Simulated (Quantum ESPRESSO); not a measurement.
## Al3ZnON3 (a curve over strain)

Simulated, not a measurement. The program is pw.x of Quantum ESPRESSO 7.5 (plane-wave density functional theory). The cell is made up: 8 atoms on a wurtzite lattice, with randomly drawn elements, strain and displacements, not relaxed. PseudoDojo standard norm-conserving files (v0.5 for PBE, v0.4.1 for LDA and PBEsol) set the functional; there is no spin polarisation, spin-orbit coupling or dispersion term, and the masses in the input are unused placeholders.

Seven runs add a strain to one cell (the same linear strain along x, y and z); the atoms follow the cell and are not relaxed. Stress in the table is positive in tension.

Input of the run at -0.0036:

```
&control calculation='scf', pseudo_dir='./dojo.nc.sr.pbe.v0_5.standard.upf', outdir='./o', disk_io='medium', tprnfor=.true., tstress=.true. /
&system ibrav=0, nat=8, ntyp=4, nbnd=31, ecutwfc=84.00895049, nosym=.true., tot_charge=0,
 occupations='smearing', smearing='fd', degauss=0.0018374661
/
&electrons conv_thr=7.350e-09, electron_maxstep=60, /
ATOMIC_SPECIES
Al 1.0 Al.upf
N 1.0 N.upf
O 1.0 O.upf
Zn 1.0 Zn.upf
CELL_PARAMETERS angstrom
3.1595 0.0148 -0.0009
0.0257 5.4716 0.0622
-0.0015 0.0586 5.1546
ATOMIC_POSITIONS angstrom
Al 0.0081 -0.0531 -0.0584
Al 1.6122 2.7445 0.0372
Al 1.5502 0.9825 2.5381
Zn -0.001 3.6515 2.5756
O -0.0131 -0.0469 2.0179
N 1.5717 2.7975 1.9821
N 1.5489 0.9623 4.5792
N -0.0079 3.7601 4.5538
K_POINTS automatic
6 4 4 1 1 1
```

| added strain | free energy less that of the input shown (eV) | stress xx (GPa) | stress yy (GPa) | stress zz (GPa) | stress xy (GPa) | pressure (GPa) | next band up at Gamma (eV) | iterations |
| --- | --- | --- | --- | --- | --- | --- | --- | --- |
| -0.0226 | 0.1524 | -11.93 | -16.80 | -3.42 | -0.30 | 10.72 | 0.992 | 13 |
| -0.0108 | 0.0178 | -4.53 | -8.37 | 2.45 | -0.06 | 3.49 | 0.837 | 13 |
| -0.0081 | 0.0059 | -3.00 | -6.62 | 3.67 | -0.01 | 1.99 | 0.803 | 13 |
| -0.0036 | 0.0000 | -0.56 | -3.83 | 5.59 | 0.07 | -0.40 | 0.746 | 13 |
| +0.0103 | 0.0887 | 6.11 | 3.83 | 10.82 | 0.29 | -6.92 | 0.577 | 13 |
| +0.0190 | 0.2201 | 9.68 | 7.93 | 13.58 | 0.41 | -10.39 | 0.475 | 13 |
| +0.0211 | 0.2598 | 10.48 | 8.86 | 14.20 | 0.43 | -11.18 | 0.452 | 13 |

A cubic fit gives a slope of stress xx against the added strain of 502 GPa at zero added strain, with the atoms clamped. Across the table the free energy follows the integral of the stress to within 0.3 meV. A rerun of one of the cells at 1437 eV and a 8 x 6 x 6 mesh moved values by no more than 0.002 eV in energy, 0.02 GPa in stress and 0.003 eV/Å in force. The band column is the level of band 26 at Gamma less that of band 25, whose number is half the electron count, rounded up; it comes from a band step after each run.